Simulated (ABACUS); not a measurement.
Worked example: self-consistent single point of Ge (Fd-3m, 8 atoms in the cell; from Materials Project mp-32, changed as shown) in ABACUS.

Level of theory: PBE, numerical atomic orbitals DZP (confined pseudo-atomic orbitals with Gaussian additions; energy shift 0.003 Ry), PseudoDojo 0.5 standard norm-conserving PBE (tails mended) pseudopotentials in ABACUS.

The change in words: lattice scaled by 1.02. Reference geometry (Fd-3m):
```xyz
8
Lattice="5.6749 0.0000 0.0000 0.0000 5.6749 0.0000 0.0000 0.0000 5.6749" Properties=species:S:1:pos:R:3 pbc="T T T"
Ge     2.8374     0.0000     2.8374
Ge     1.4187     1.4187     1.4187
Ge     2.8374     2.8374     0.0000
Ge     1.4187     4.2561     4.2561
Ge     0.0000     0.0000     0.0000
Ge     4.2561     1.4187     4.2561
Ge     0.0000     2.8374     2.8374
Ge     4.2561     4.2561     1.4187
```

Reference input (self-consistent single point, DFT, PBE, numerical atomic orbitals DZP (confined pseudo-atomic orbitals with Gaussian additions; energy shift 0.003 Ry), PseudoDojo 0.5 standard norm-conserving PBE (tails mended) pseudopotentials): basis = DZP numerical atomic orbitals, energy shift 0.003 Ry; KPT = Gamma 6 6 6 0 0 0; basis_type = lcao; ecutwfc = 100 Ry; smearing_method = fd; smearing_sigma = 0.00734986 Ry; potentials = PseudoDojo 0.5 standard norm-conserving PBE (tails mended); symmetry = 1; symmetry_prec = 1e-05; ks_solver = scalapack_gvx; scf_nmax = 100; scf_thr = 1.0e-06. This run's input differs from it in these lines:

```diff
@@ -27,8 +27,8 @@
 LATTICE_CONSTANT
-10.723912
+10.938391
 
 LATTICE_VECTORS
-   1.0000000278    0.0000000000    0.0000000000
-   0.0000000000    1.0000000278    0.0000000000
-   0.0000000000    0.0000000000    1.0000000278
+   0.9999999583    0.0000000000    0.0000000000
+   0.0000000000    0.9999999583    0.0000000000
+   0.0000000000    0.0000000000    0.9999999583
```

The program printed (abridged):

```
 SELF-CONSISTENT
 -------------------------------------------

                  longest orb rcut (Bohr) = 8.2
   longest nonlocal projector rcut (Bohr) = 1.94
                     search radius (Bohr) = 20.3

                          real space grid = [ 72, 72, 72 ]

                                 init_chg = atomic

 LCAO ALGORITHM --------------- ION=   1  ELEC=   1--------------------------------

 Density error is 0.0336123409398
 E_KohnSham     -1429.0749136644     -19443.5616946933
 E_Fermi        0.6181786209         8.4107516254

 LCAO ALGORITHM --------------- ION=   1  ELEC=   2--------------------------------

   [... lines left out ...]

   [... 3 blocks of this kind left out ...]

 LCAO ALGORITHM --------------- ION=   1  ELEC=   6--------------------------------

 Density error is 1.65463426235e-06
 E_KohnSham     -1429.0769823594     -19443.5898407334
 E_Fermi        0.6365833546         8.6611608743

 LCAO ALGORITHM --------------- ION=   1  ELEC=   7--------------------------------

 Density error is 1.33492398086e-07
 E_KohnSham     -1429.0769823592     -19443.5898407311
 E_KS(sigma->0) -1429.0765253887     -19443.5836233283
 E_entropy(-TS) -0.0009139410        -0.0124348056
 E_Fermi        0.6365813300         8.6611333286
 charge density convergence is achieved
 final etot is -19443.589841 eV
 EFERMI = 8.6611333286 eV

 STATE ENERGY(eV) AND OCCUPATIONS    NSPIN == 1
   [... 65 lines left out ...]

 TOTAL-FORCE (eV/Angstrom)
                       Ge1         0.0000000000         0.0000000000         0.0000000000
                       Ge2         0.0000000000         0.0000000000         0.0000000000
                       Ge3         0.0000000000         0.0000000000         0.0000000000
                       Ge4         0.0000000000         0.0000000000         0.0000000000
                       Ge5         0.0000000000         0.0000000000         0.0000000000
                       Ge6         0.0000000000         0.0000000000         0.0000000000
                       Ge7         0.0000000000         0.0000000000         0.0000000000
   [... lines left out ...]

 TOTAL-STRESS (KBAR)
         2.9653662626         0.0000000000        -0.0000000000
         0.0000000000         2.9653662626        -0.0000000000
         0.0000000000         0.0000000000         2.9653662626
 TOTAL-PRESSURE: 2.965366 KBAR

 --------------------------------------------
 !FINAL_ETOT_IS -19443.5898407310996845 eV
 --------------------------------------------
```

The run converged in 7 iterations. Against the reference run the free energy falls by 19.1 meV/atom and the pressure goes from 4.30 to 0.30 GPa.

The atom-centred basis is finite, which shifts total energies and pressures against plane waves. The structure comes from a collection of computed structures, made at another level of theory; the collection holds predicted forms beside known ones.

Cost on one core: around 40 core-seconds (rough).

The atomic orbitals were generated for these runs; they are not ABACUS's published sets and were checked against plane waves on a few crystals only.

“Tails mended”: in these copies of the files the far tail of each local potential was reset to the Coulomb form.
